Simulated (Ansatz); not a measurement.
Input:

Si$_{2}$H$_{2}$O$_{3}$:
```yaml
crystal:
  lattice:
    - [4.36307, 2.51902, 4.85690]
    - [-4.36307, 2.51902, 4.85690]
    - [0.00000, -5.03804, 4.85690]
  atoms:
    - { symbol: Si, position: [0.77653, 0.67676, 0.23190] }
    - { symbol: Si, position: [0.22347, 0.32324, 0.76810] }
    - { symbol: Si, position: [0.23190, 0.77653, 0.67676] }
    - { symbol: Si, position: [0.76810, 0.22347, 0.32324] }
    - { symbol: Si, position: [0.67676, 0.23190, 0.77653] }
    - { symbol: Si, position: [0.32324, 0.76810, 0.22347] }
    - { symbol: Si, position: [0.68538, 0.68538, 0.68538] }
    - { symbol: Si, position: [0.31462, 0.31462, 0.31462] }
    - { symbol: H, position: [0.92594, 0.77572, 0.08312] }
    - { symbol: H, position: [0.07406, 0.22428, 0.91688] }
    - { symbol: H, position: [0.08312, 0.92594, 0.77572] }
    - { symbol: H, position: [0.91688, 0.07406, 0.22428] }
    - { symbol: H, position: [0.77572, 0.08312, 0.92594] }
    - { symbol: H, position: [0.22428, 0.91688, 0.07406] }
    - { symbol: H, position: [0.78630, 0.78630, 0.78630] }
    - { symbol: H, position: [0.21370, 0.21370, 0.21370] }
    - { symbol: O, position: [0.26147, 0.55401, 0.24133] }
    - { symbol: O, position: [0.73853, 0.44599, 0.75867] }
    - { symbol: O, position: [0.24133, 0.26147, 0.55401] }
    - { symbol: O, position: [0.75867, 0.73853, 0.44599] }
    - { symbol: O, position: [0.55401, 0.24133, 0.26147] }
    - { symbol: O, position: [0.44599, 0.75867, 0.73853] }
    - { symbol: O, position: [0.25253, 0.83978, 0.43716] }
    - { symbol: O, position: [0.74747, 0.16022, 0.56284] }
    - { symbol: O, position: [0.43716, 0.25253, 0.83978] }
    - { symbol: O, position: [0.56284, 0.74747, 0.16022] }
    - { symbol: O, position: [0.83978, 0.43716, 0.25253] }
    - { symbol: O, position: [0.16022, 0.56284, 0.74747] }
```

This is the LDA-relaxed structure.

Question: All from LDA (plane waves, PAW; program Ansatz), unless another level is named. Estimate the static dielectric constant ε0 (ions relaxed, cell fixed).

Answer: 4.27 (xx = yy), 4.30 (zz).

Question: Predict the electronic dielectric constant ε∞ (DFPT).

Answer: 2.69 (xx = yy), 2.69 (zz).

Question: What about the Born charges (a third of the trace)?

Answer: Si +2.86 to +2.88, H -0.30 to -0.28, O -1.72 e.

Space group R-3. The first step of the workflow began from a Materials Project structure, measured or hypothetical; the Crystallography Open Database files this formula in space group No. 148, but the cells were not matched. Its standing as an ambient phase is unchecked. The cell was relaxed with LDA under the symmetry of its start; whether a distortion lowers the energy is not shown. A crystal of weakly bound molecules computed without a dispersion correction: the cell and the soft elastic constants depend strongly on that.

Potentials: the later of the program's two PAW sets.
